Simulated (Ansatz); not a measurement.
**SiC2N4: excitons and shallow donors from band masses and screening**

The calculation used Ansatz 0.2.0, DFT PBEsol, scalar-relativistic, plane waves, PAW.

Cutoff 420 eV; k points 4×4×4 on the computed 14-atom cell (Γ-centred); Gaussian smearing, width 0.02 eV; no spin polarisation.

Relaxed cell: Pn-3m, a = 6.669 Å, b = 6.669 Å, c = 6.669 Å, α = 90.00°, β = 90.00°, γ = 90.00°, 14 atoms in the primitive cell. Whether it is the stable form of this composition wasn't checked.

The calculation gives a Kohn–Sham gap of 4.22 eV, an electron mass of 1.19 mₑ and a hole mass of 0.86 mₑ (harmonic means over x, y, z and over the bands degenerate at each edge), and ε∞ = 2.98 (independent particles, mean of the diagonal).

Estimate the binding energy and radius of a Wannier–Mott exciton and of a shallow donor, and say whether the hydrogenic model can hold.

The reduced mass is μ = mₙmₕ/(mₙ + mₕ) = 0.5 mₑ, with mₙ and mₕ the band masses. With E_b = 13.606 eV × μ/ε² and a = 0.529 Å × ε/μ (μ in mₑ) the exciton has E_b = 768 meV and a = 3.2 Å. For a donor μ is the electron mass: 1834 meV and 1.3 Å. The radius isn't large against the shortest lattice vector (6.67 Å), so the continuum picture is doubtful and the numbers are only a scale. In a polar crystal the ions screen too, so a state bound more weakly than an optical phonon feels the larger static constant, which lowers the energy and widens the orbit. The other way, the small Kohn–Sham gap and the missing local fields make ε∞ too large and the masses tend to be too light, which underbinds. The edges lie at different points of the zone, so the exciton is indirect.

Cost: 4 runs of about 3.4 core-minutes in all, on Intel Xeon 6975P-C (Granite Rapids) (shared hosts).